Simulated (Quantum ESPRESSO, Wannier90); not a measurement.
**Wannierisation of ZnCdS2 (P3m1)**

```
CELL_PARAMETERS angstrom
      4.01080     0.00000     0.00000
     -2.00540     3.47345     0.00000
      0.00000     0.00000     6.63060
ATOMIC_POSITIONS crystal
  Zn 0.00000 0.00000 0.99976
  Cd 0.33333 0.66667 0.50562
  S  0.33333 0.66667 0.89201
  S  0.00000 0.00000 0.35460
```

Structure: Materials Project mp-1215475, symmetrised, not relaxed again. Not found in the COD (Crystallography Open Database) copy used; not checked further. Computed values, not measurements, from PBEsol: Quantum ESPRESSO (norm-conserving PseudoDojo potentials, cutoff 82 Ry, no spin polarisation, no spin-orbit coupling) on a Γ-centred 6×6×4 mesh, then Wannier90. Density: 12×12×6 mesh, cold smearing 0.01 Ry.

Base run: 16 functions from bands 9-10,21-48 of the 48 computed, start hydrogen-like Zn: s;p; Cd: s;p; S: s;p, centres 0.05 Å off the atoms, frozen window up to 2.68 eV relative to the valence-band maximum, outer window open. Bands 11–15 (Cd 4d 93 %), 16–20 (Zn 3d 93 %) lie between the kept ones and are excluded. Its settings: num_cg_steps = 5, trial_step = 2 and dis_mix_ratio = 0.5 (the program's defaults), conv_tol = 1.0e-6 over 4 steps, num_iter = 1000, dis_conv_tol = 1.0e-6, dis_num_iter = 1000. One of them is changed at a time.

```json
[
 {"run": "base", "disentanglement steps": "85", "localisation steps": "278", "Ω_I (Å²)": "24.473", "Ω_total (Å²)": "28.144", "ended": "converged"},
 {"run": "fixed_step = 2.0", "disentanglement steps": "85", "localisation steps": "1000", "Ω_I (Å²)": "24.473", "Ω_total (Å²)": "33.926", "ended": "step limit"},
 {"run": "fixed_step = 0.5", "disentanglement steps": "85", "localisation steps": "1000", "Ω_I (Å²)": "24.473", "Ω_total (Å²)": "34.581", "ended": "step limit"},
 {"run": "dis_mix_ratio = 1.0", "disentanglement steps": "72", "localisation steps": "289", "Ω_I (Å²)": "24.470", "Ω_total (Å²)": "28.111", "ended": "converged"}
]
```
